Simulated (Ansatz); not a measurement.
P2Pd:
```cif
data_P8Pd4
_chemical_formula_sum 'P8 Pd4'
_space_group_name_H-M_alt 'C2/c'
_space_group_IT_number 15
_space_group_name_Hall '-C 2yc'
_cell_length_a 6.89292
_cell_length_b 5.86506
_cell_length_c 5.88602
_cell_angle_alpha 90.000
_cell_angle_beta 121.699
_cell_angle_gamma 90.000
loop_
_atom_site_label
_atom_site_type_symbol
_atom_site_symmetry_multiplicity
_atom_site_Wyckoff_symbol
_atom_site_fract_x
_atom_site_fract_y
_atom_site_fract_z
_atom_site_occupancy
P1 P 8 f 0.18625 0.12408 0.33400 1
Pd1 Pd 4 c 0.25000 0.25000 0.00000 1
```
(The calculation used a cell of 6 atoms; values per cell refer to that cell.)

Relaxed at zero pressure with the program Ansatz at the r²SCAN level (PAW).

### Question
The volume is lowered by 6 % and shape and atoms relax at that volume. What pressure results, and how do the axes share the change?

### Answer
7.5 GPa; a -3.7 %, b -0.9 %, c -1.0 %; the energy rises by 23 meV/atom.

### Question
Give the new structure.

### Answer

Space group C2/c (No. 15); a = 6.636 Å, b = 5.814 Å, c = 5.826 Å, α = 90.00°, β = 122.15°, γ = 90.00°

```json
[
 {"atom": "P", "site": "8f", "symmetry": "1", "x": "0.1919", "y": "0.1231", "z": "0.3374"},
 {"atom": "Pd", "site": "4c", "symmetry": "-1", "x": "0.2500", "y": "0.2500", "z": "0.0000"}
]
```

The phase is kept; no other phase was compared at this pressure.

The first step of the workflow began from a Materials Project structure, measured or hypothetical; the Crystallography Open Database copy checked does not list it. Whether it is the stable phase at ambient conditions was not checked. Symmetry was held in the r²SCAN relaxation; its stability against distortions is not shown here. No spin polarisation was allowed.

Potentials: the later of the program's two PAW sets.
